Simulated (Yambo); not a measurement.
**Convergence of the G0W0 gap of NaBa$_{2}$ReO$_{6}$**

G0W0@PBEsol for NaBa$_{2}$ReO$_{6}$ (space group Fm-3m, No. 225) in Yambo. Reference settings: 2×2×2 Γ-centred k mesh, bands 6 to 229 and a 7 Ry block in the screening, 229 bands in G with the Bruneval-Gonze terminator, plasmon pole fitted at 27.2 eV. The PBEsol gap Γ → X on this mesh is 1.90 eV; G0W0 gaps are taken between the same points.

```csv
change from the reference,G0W0 gap Γ → X (eV),shift of the valence edge (eV),rough Yambo cost
reference settings,3.62,-0.42,1
"94 bands in W, 94 bands in G",3.79,-0.21,about 1/2
"152 bands in W, 152 bands in G",3.67,-0.33,within a factor of two
94 bands in G,3.67,-0.37,–
152 bands in G,3.63,-0.40,–
114 bands in W,3.70,-0.30,within a factor of two
2 Ry block,3.81,-0.50,within a factor of two
3 Ry block,3.66,-0.40,within a factor of two
6 Ry block,3.62,-0.40,within a factor of two
pole fitted at 15 eV,3.59,-0.35,–
no random integration,3.55,-0.15,–
"94 bands in G, no terminator",3.65,0.32,–
"152 bands in G, no terminator",3.59,0.00,–
no terminator,3.60,-0.20,–
```

The reference isn't shown to be the converged limit. Costs are rough (shared machines), scaled to the same edge states, and given only for runs that recompute the screening.

Spin-orbit coupling is left out, which matters for elements this heavy: edges can move by tenths of an eV.

Geometry of the Materials Project entry, not relaxed at this level; primitive cell a = 5.955 Å, b = 5.955 Å, c = 5.955 Å, α = 60.00°, β = 60.00°, γ = 60.00°.

A shift is the quasiparticle energy of the state minus its PBEsol energy.
